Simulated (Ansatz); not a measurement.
**Piezoelectric tensor of Zn3CdTe4**

Method: Ansatz 0.2.0, DFT PBE, scalar-relativistic, plane waves, PAW. Settings: 420 eV plane-wave cutoff, Γ-centred 4×4×4 mesh, fixed occupations. No spin polarisation.

The cell, relaxed at this level:
```xyz
8
Lattice="6.2897 0.0000 0.0000 0.0000 6.2897 0.0000 0.0000 0.0000 6.2897" Properties=species:S:1:pos:R:3 pbc="T T T"
Zn    3.1449    0.0000    0.0000
Zn    0.0000    0.0000    3.1449
Zn    0.0000    3.1449    0.0000
Cd    3.1449    3.1449    3.1449
Te    4.7768    1.5129    4.7768
Te    4.7768    4.7768    1.5129
Te    1.5129    1.5129    1.5129
Te    1.5129    4.7768    4.7768
```

The structure comes from a generated guess, relaxed at this level; another structure or a mixture of phases may lie lower. Spin–orbit coupling is left out, which matters for heavy elements.

**Question.** Give the relaxed-ion proper piezoelectric stress tensor e_iJ (C/m², Voigt columns xx yy zz yz xz xy).

**Answer.**
```
x   0.000 0.000 0.000 0.137 0.000 0.000
y   0.000 0.000 0.000 0.000 0.137 0.000
z   0.000 0.000 0.000 0.000 0.000 0.137
```
Signs follow the orientation of the cell as given.

**Question.** With the elastic constants (GPa, Voigt order)
C11 = 57.9, C12 = 32.5, C13 = 32.5, C22 = 57.9, C23 = 32.5, C33 = 57.9, C44 = 25.8, C55 = 25.8, C66 = 25.8 GPa; the others vanish.
find the strain coefficients d = e·C⁻¹ (pC/N).

**Answer.**
```
x   0.0 0.0 0.0 5.3 0.0 0.0
y   0.0 0.0 0.0 0.0 5.3 0.0
z   0.0 0.0 0.0 0.0 0.0 5.3
```
